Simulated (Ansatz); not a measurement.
Here is the system:

GaIr:
```
CELL_PARAMETERS angstrom
      3.01948     0.00000     0.00000
      0.00000     3.01948     0.00000
      0.00000     0.00000     3.01948
ATOMIC_POSITIONS crystal
  Ga 0.00000 0.00000 0.00000
  Ir 0.50000 0.50000 0.50000
```

This is the PBEsol-relaxed structure.

Problem. All from PBEsol (plane waves, PAW; program Ansatz), unless another level is named. Estimate the density of states at the Fermi level.

Solution. 0.24 states/eV per atom (mean over ±0.08 eV).

Problem. And the formation energy from the elements (no fitted shifts)?

Solution. -0.40 eV/atom.

Problem. Give the gap with spin–orbit coupling.

Solution. none (metallic).

Space group Pm-3m (CsCl type). The first step of the workflow began from a Materials Project structure, measured or hypothetical; the Crystallography Open Database files this formula in space group No. 221, but the cells were not matched. Its standing as an ambient phase is unchecked. Symmetry was held in the PBEsol relaxation; of distortions, only those at the zone centre were tested. The run is not spin-polarised. The references are the lowest solids computed at this level, not always the standard phases. Scalar-relativistic: spin–orbit coupling is off unless named, which matters more the heavier the elements.

Potentials: the later of the program's two PAW sets.
